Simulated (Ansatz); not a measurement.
## Ba2H3NO6: reading a single point

```
CELL_PARAMETERS angstrom
3.44453 5.96610 0.00000
-3.44453 5.96610 0.00000
0.00000 0.00000 3.79298
ATOMIC_POSITIONS crystal
Ba 0.33330 0.33340 0.00000
Ba 0.66670 0.66660 0.00000
O 0.17960 0.00000 0.00000
O 0.00000 0.82040 0.00000
O 0.82040 0.17960 0.00000
N 0.00000 0.00000 0.00000
O 0.44860 0.55140 0.50000
O 0.55140 0.00000 0.50000
O 0.00000 0.44860 0.50000
H 0.30816 0.69184 0.50000
H 0.69184 0.00000 0.50000
H 0.00000 0.30816 0.50000
```

Method: PBE, no spin polarisation; PAW, plane waves to 420 eV, 6×6×8 Γ-centred mesh, fermi-dirac occupations (width 0.0273 eV) (Ansatz 0.2.0), atoms fixed.

(1) What is the formation energy?

(2) What is the character of the valence top and the conduction bottom?

(3) Is there a gap, and of what kind?

(4) Which atom feels the largest force, and which way?

(5) Is the cell too large or too small?

Origin: a database entry at a rescaled volume. Caveats: atoms or cell far from equilibrium.

Cost: 70 s on 1 thread of Arm Neoverse V1, with other jobs on the host, peak memory 0.58 GiB (start from a saved density). The time holds forces, stress, DOS, bands, ELF.

## Answers

(1) -1.54 eV an atom against the elements' usual phases (free molecules for gases, crystals otherwise, with no correction for O₂ or N₂), so it is bound against them; other compounds may still compete. Relaxing would lower it.

(2) Within 0.7 eV of the edges, the states project mainly on O p (94 %) below the gap and on O p (57 %) and N p (36 %) above it.

(3) The gap is 2.97 eV, direct at the points sampled.

(4) The largest is on O5 (and as large on other atoms): 1.71 eV/Å, components (-1.71, 0.00, 0.00). It makes 180° with the line to a nearest neighbour, N6 at 1.24 Å, pointing away from it.

(5) The pressure is 4.9 GPa (compression positive), so with the atoms held at these fractions the cell would first expand; the forces are large, so a full relaxation may end otherwise. The principal stresses 2.2, 6.2, 6.2 GPa differ, so its shape would change too.
